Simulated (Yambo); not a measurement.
BSE-type run in Yambo on SrTiO3 (space group I4/mcm, No. 140), at zero momentum.

Quantum ESPRESSO step (PBEsol, PseudoDojo standard norm-conserving files, scalar-relativistic):
```
&CONTROL
  calculation = 'nscf'
  pseudo_dir = './pseudo'
  outdir = './out'
/
&SYSTEM
  ibrav = 0
  nat = 10
  ntyp = 3
  ecutwfc = 84.0
  ecutrho = 336.0
  occupations = 'fixed'
  force_symmorphic = .true.
  nbnd = 88
/
&ELECTRONS
  conv_thr = 1e-08
  diago_full_acc = .true.
  diago_thr_init = 1e-08
/
ATOMIC_SPECIES
O 15.9990 O.upf
Ti 47.8670 Ti.upf
Sr 87.6200 Sr.upf
CELL_PARAMETERS angstrom
 -2.761165000000   2.761165000000   3.922630000000
  2.761165000000  -2.761165000000   3.922630000000
  2.761165000000   2.761165000000  -3.922630000000
ATOMIC_POSITIONS crystal
O   0.770960000000   0.270960000000   0.041920000000
O   0.229040000000   0.729040000000   0.958080000000
O   0.270960000000   0.229040000000   0.500000000000
O   0.729040000000   0.770960000000   0.500000000000
O   0.750000000000   0.750000000000   0.000000000000
O   0.250000000000   0.250000000000   0.000000000000
Ti   0.000000000000   0.000000000000   0.000000000000
Ti   0.500000000000   0.500000000000   0.000000000000
Sr   0.750000000000   0.250000000000   0.500000000000
Sr   0.250000000000   0.750000000000   0.500000000000
K_POINTS automatic
6 6 6 0 0 0
```

Yambo input:
```
rim_cut
optics
bse
bss
dipoles
RandQpts= 1000000
RandGvec= 1 Ry
FFTGvecs= 40 Ry
BSKmod= "HF"
BSEmod= "resonant"
BSSmod= "hs"
BSENGexx= 15 Ry
BSENGBlk= 3 Ry
% KfnQP_E
 12.302 | 1.0 | 1.0 |
%
% BSEQptR
 1 | 1 |
%
% BSEBands
 32 | 47 |
%
% BEnRange
 0.0 | 19.2 | eV
%
% BDmRange
 0.15 | 0.15 | eV
%
BEnSteps= 384
% BLongDir
 1.0 | 0.0 | 0.0 |
%
BSHayTrs= -0.02
BSSNEig= 24
WRbsWF
```

From the report:

The dimension is k points × valence × conduction bands = 216 × 9 × 7 = 13608.
```
  [SLEPC] Approach                          : Krylov-Schur
  [SLEPC] Number of requested eigenvalues   :  24
  [SLEPC] Number of eigenvalues        [NEV]:  24
   [K] Dimension                                    :  13608
   [K] Bands                                        :   32   47
   [K] Exchange res                                 : yes
   [K] Correlation res                              : yes
   [K] W interaction is bare                        : yes
   [K] RL vectors exchange                          :   789
   [K] RL vectors correlation                       :   81
   [W] Matrix size                                  :   81
```
Lowest eigenvalues (eV; in brackets the number of states within 2 meV): 9.84 (1), 9.85 (1), 9.87 (1), 10.34 (2), 10.34 (1), 10.35 (1). They depend on the mesh, which isn't converged, and on the G0W0 scissor.

Geometry of the Materials Project entry, not relaxed at this level.

This is not the ordinary phase of the substance.
